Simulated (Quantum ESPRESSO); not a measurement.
Parts of the isotropic shielding in CaMg₃S₄, by GIPAW with PBE in a modified build of Quantum ESPRESSO, on JTH PAW datasets, 20 Ha, k-mesh 5×5×5 shifted:

```
CELL_PARAMETERS angstrom
      5.37320     0.00000     0.00000
      0.00000     5.37320     0.00000
      0.00000     0.00000     5.37320
ATOMIC_POSITIONS crystal
  Ca 0.00000 0.00000 0.00000
  S  0.50000 0.00000 0.00000
  Mg 0.00000 0.50000 0.50000
  S  0.50000 0.50000 0.50000
  Mg 0.50000 0.00000 0.50000
  S  0.00000 0.00000 0.50000
  Mg 0.50000 0.50000 0.00000
  S  0.00000 0.50000 0.00000
```
The cell was made here from a computed Materials Project entry: one of 4 Mg replaced by Ca, cell and atoms relaxed (PBE without dispersion, pw.x of Quantum ESPRESSO, symmetry kept). The parent is MgS in Fm-3m; whether this form has been observed was not checked. The swapped cell is a model, not a known phase. Stability against distortions was not tested.

The core term is that of the free atom's frozen core; the paramagnetic column sums the reconstruction terms. σ is an absolute shielding without the bulk-susceptibility term: within one crystal shift differences are minus those of σ, between compounds the missing term differs by several ppm. By our sweeps, such settings leave a few ppm in absolute σ. The datasets of S, Mg hold no d projectors, which limits absolute σ on these atoms. PBE places the empty d or f states of Ca too low, which is known to distort σ on and beside such ions.

```tsv
site	core	bare (smooth current)	diamagnetic correction	paramagnetic corrections	σ_iso (ppm)
Ca (atom 1)	1265.0	57.9	29.8	(withheld)	(withheld)
S1 (atoms 2, 6, 8)	979.8	34.3	-10.1	(withheld)	(withheld)
Mg (atoms 3, 5, 7)	412.8	23.6	249.9	(withheld)	(withheld)
S2 (atom 4)	979.8	33.6	-10.2	(withheld)	(withheld)
```

Task: What belongs in the gaps?

Result: 
- Ca (atom 1), paramagnetic corrections: -452.9
- Ca (atom 1), σ_iso (ppm): 899.8
- S1 (atoms 2, 6, 8), paramagnetic corrections: -489.8
- S1 (atoms 2, 6, 8), σ_iso (ppm): 514.2
- Mg (atoms 3, 5, 7), paramagnetic corrections: -119.1
- Mg (atoms 3, 5, 7), σ_iso (ppm): 567.2
- S2 (atom 4), paramagnetic corrections: -488.2
- S2 (atom 4), σ_iso (ppm): 515.1
